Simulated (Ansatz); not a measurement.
Level of theory: DFT PBEsol, scalar-relativistic, plane waves, PAW in Ansatz.

Structure of KNi2S2:

```
CELL_PARAMETERS angstrom
-1.86961 1.86961 6.13901
1.86961 -1.86961 6.13901
1.86961 1.86961 -6.13901
ATOMIC_POSITIONS crystal
K 0.00000 0.00000 0.00000
Ni 0.75000 0.25000 0.50000
Ni 0.25000 0.75000 0.50000
S 0.34816 0.34816 0.00000
S 0.65184 0.65184 0.00000
```

Settings: cutoff 420 eV, Γ-centred mesh 14×14×14 on the computed 5-atom cell, Gaussian smearing of 0.10 eV; no spin polarisation.

Levels along Γ–X–P–N–Γ–M–S | S0–Γ | X–R | G–M, in eV from the Fermi level, sorted by energy at each point. Points in fractions of the primitive reciprocal vectors: Γ (0.000 0.000 0.000), X (0.000 0.000 0.500), P (0.250 0.250 0.250), N (0.000 0.500 0.000), M (0.500 0.500 -0.500), S (0.273 0.727 -0.273), S0 (-0.273 0.273 0.273), R (-0.046 0.046 0.500), G (0.500 0.500 -0.046).
| point | k (1/Å, with 2π) | band 26 | band 27 | band 28 | band 29 | band 30 | band 31 | band 32 |
| --- | --- | --- | --- | --- | --- | --- | --- | --- |
| Γ | 0.000 | -1.10 | -0.61 | 0.83 | 0.87 | 0.87 | 2.10 | 3.23 |
| - | 0.170 | -1.22 | -0.55 | 0.66 | 0.69 | 0.80 | 2.50 | 3.53 |
| - | 0.340 | -1.45 | -0.47 | 0.29 | 0.36 | 0.65 | 3.26 | 4.23 |
| - | 0.509 | -1.64 | -0.45 | -0.14 | 0.13 | 0.34 | 3.89 | 5.07 |
| - | 0.679 | -1.69 | -0.56 | -0.45 | -0.13 | -0.07 | 4.00 | 4.86 |
| - | 0.849 | -1.68 | -0.95 | -0.74 | -0.46 | -0.28 | 3.84 | 4.73 |
| - | 1.018 | -1.65 | -1.30 | -1.28 | -0.47 | -0.42 | 3.73 | 4.90 |
| X | 1.188 | -1.64 | -1.56 | -1.49 | -0.47 | -0.47 | 3.69 | 5.11 |
| - | 1.225 | -1.64 | -1.56 | -1.50 | -0.47 | -0.47 | 3.70 | 5.11 |
| - | 1.261 | -1.64 | -1.55 | -1.50 | -0.47 | -0.47 | 3.74 | 5.03 |
| - | 1.298 | -1.64 | -1.55 | -1.50 | -0.47 | -0.47 | 3.79 | 4.88 |
| - | 1.334 | -1.64 | -1.55 | -1.51 | -0.47 | -0.47 | 3.87 | 4.71 |
| - | 1.371 | -1.64 | -1.54 | -1.51 | -0.47 | -0.47 | 3.96 | 4.55 |
| - | 1.407 | -1.64 | -1.53 | -1.52 | -0.47 | -0.47 | 4.07 | 4.40 |
| P | 1.444 | -1.64 | -1.53 | -1.53 | -0.47 | -0.47 | 4.15 | 4.31 |
| - | 1.564 | -1.69 | -1.42 | -1.40 | -0.46 | -0.46 | 4.16 | 4.33 |
| - | 1.684 | -1.74 | -1.21 | -1.16 | -0.41 | -0.39 | 4.24 | 4.41 |
| - | 1.804 | -1.79 | -0.97 | -0.89 | -0.29 | -0.25 | 4.42 | 4.54 |
| - | 1.924 | -1.86 | -0.71 | -0.62 | -0.13 | -0.06 | 4.35 | 4.71 |
| - | 2.044 | -1.91 | -0.42 | -0.32 | 0.05 | 0.12 | 3.92 | 4.76 |
| - | 2.164 | -1.85 | -0.15 | -0.05 | 0.17 | 0.28 | 3.56 | 4.44 |
| N | 2.284 | -1.84 | -0.03 | 0.04 | 0.21 | 0.37 | 3.39 | 4.24 |
| - | 2.410 | -1.81 | -0.09 | 0.12 | 0.14 | 0.44 | 3.48 | 4.13 |
| - | 2.535 | -1.75 | -0.13 | -0.03 | 0.28 | 0.55 | 3.68 | 3.94 |
| - | 2.661 | -1.61 | -0.19 | -0.09 | 0.43 | 0.65 | 3.58 | 3.93 |
| - | 2.786 | -1.42 | -0.34 | 0.07 | 0.58 | 0.73 | 3.17 | 3.94 |
| - | 2.912 | -1.26 | -0.47 | 0.34 | 0.71 | 0.81 | 2.73 | 3.78 |
| - | 3.037 | -1.15 | -0.57 | 0.67 | 0.80 | 0.85 | 2.32 | 3.39 |
| Γ | 3.163 | -1.10 | -0.61 | 0.83 | 0.87 | 0.87 | 2.10 | 3.23 |
| - | 3.236 | -1.10 | -0.61 | 0.75 | 0.87 | 0.87 | 2.18 | 3.23 |
| - | 3.309 | -1.10 | -0.61 | 0.54 | 0.88 | 0.88 | 2.38 | 3.22 |
| - | 3.382 | -1.09 | -0.61 | 0.27 | 0.89 | 0.89 | 2.63 | 3.20 |
| - | 3.455 | -1.09 | -0.61 | -0.01 | 0.90 | 0.90 | 2.85 | 3.18 |
| - | 3.528 | -1.08 | -0.61 | -0.28 | 0.90 | 0.90 | 2.97 | 3.17 |
| - | 3.601 | -1.08 | -0.61 | -0.49 | 0.91 | 0.91 | 3.00 | 3.17 |
| M | 3.674 | -1.08 | -0.61 | -0.57 | 0.91 | 0.91 | 3.00 | 3.16 |
| - | 3.783 | -1.12 | -0.57 | -0.51 | 0.84 | 0.91 | 3.08 | 3.31 |
| - | 3.892 | -1.22 | -0.49 | -0.38 | 0.68 | 0.89 | 3.19 | 3.77 |
| - | 4.001 | -1.36 | -0.38 | -0.25 | 0.51 | 0.85 | 3.34 | 3.83 |
| - | 4.110 | -1.47 | -0.26 | -0.15 | 0.37 | 0.80 | 3.42 | 3.54 |
| - | 4.219 | -1.58 | -0.13 | -0.11 | 0.29 | 0.72 | 3.19 | 3.77 |
| - | 4.328 | -1.69 | -0.13 | 0.00 | 0.25 | 0.61 | 3.15 | 3.85 |
| S | 4.436 | -1.77 | -0.18 | 0.13 | 0.25 | 0.48 | 3.27 | 3.85 |
| S0 | 4.436 | -1.77 | -0.18 | 0.13 | 0.25 | 0.48 | 3.27 | 3.85 |
| - | 4.568 | -1.81 | -0.24 | 0.28 | 0.28 | 0.29 | 3.50 | 3.88 |
| - | 4.699 | -1.79 | -0.26 | 0.08 | 0.36 | 0.43 | 3.70 | 3.94 |
| - | 4.830 | -1.69 | -0.19 | -0.12 | 0.48 | 0.57 | 3.63 | 3.99 |
| - | 4.961 | -1.47 | -0.30 | -0.01 | 0.61 | 0.69 | 3.24 | 4.01 |
| - | 5.092 | -1.29 | -0.45 | 0.28 | 0.73 | 0.79 | 2.77 | 3.90 |
| - | 5.223 | -1.16 | -0.56 | 0.65 | 0.81 | 0.85 | 2.33 | 3.42 |
| Γ | 5.355 | -1.10 | -0.61 | 0.83 | 0.87 | 0.87 | 2.10 | 3.23 |
| X | 5.355 | -1.64 | -1.56 | -1.49 | -0.47 | -0.47 | 3.69 | 5.11 |
| - | 5.370 | -1.64 | -1.55 | -1.49 | -0.47 | -0.47 | 3.69 | 5.11 |
| - | 5.386 | -1.65 | -1.54 | -1.49 | -0.47 | -0.47 | 3.70 | 5.11 |
| - | 5.402 | -1.65 | -1.52 | -1.48 | -0.47 | -0.47 | 3.70 | 5.11 |
| - | 5.418 | -1.65 | -1.50 | -1.47 | -0.47 | -0.47 | 3.71 | 5.10 |
| - | 5.433 | -1.65 | -1.48 | -1.46 | -0.47 | -0.46 | 3.73 | 5.10 |
| - | 5.449 | -1.65 | -1.46 | -1.45 | -0.47 | -0.46 | 3.74 | 5.10 |
| R | 5.465 | -1.65 | -1.43 | -1.43 | -0.47 | -0.45 | 3.76 | 5.09 |
| G | 5.465 | -1.65 | -1.43 | -1.43 | -0.47 | -0.45 | 3.76 | 5.09 |
| - | 5.619 | -1.66 | -1.18 | -1.15 | -0.46 | -0.32 | 4.03 | 5.04 |
| - | 5.773 | -1.68 | -0.82 | -0.79 | -0.45 | -0.09 | 4.12 | 4.98 |
| - | 5.927 | -1.68 | -0.46 | -0.44 | -0.39 | 0.22 | 3.88 | 4.89 |
| - | 6.081 | -1.50 | -0.45 | -0.25 | 0.04 | 0.53 | 3.81 | 4.62 |
| - | 6.235 | -1.36 | -0.48 | -0.28 | 0.46 | 0.76 | 3.85 | 3.95 |
| - | 6.389 | -1.19 | -0.55 | -0.45 | 0.78 | 0.88 | 3.23 | 3.38 |
| M | 6.543 | -1.08 | -0.61 | -0.57 | 0.91 | 0.91 | 3.00 | 3.16 |

Spin polarisation was left out, and a magnetic state may lie lower.

A ferromagnetic start lost its moments in a first run, so spin was left out; other magnetic orders weren't tried.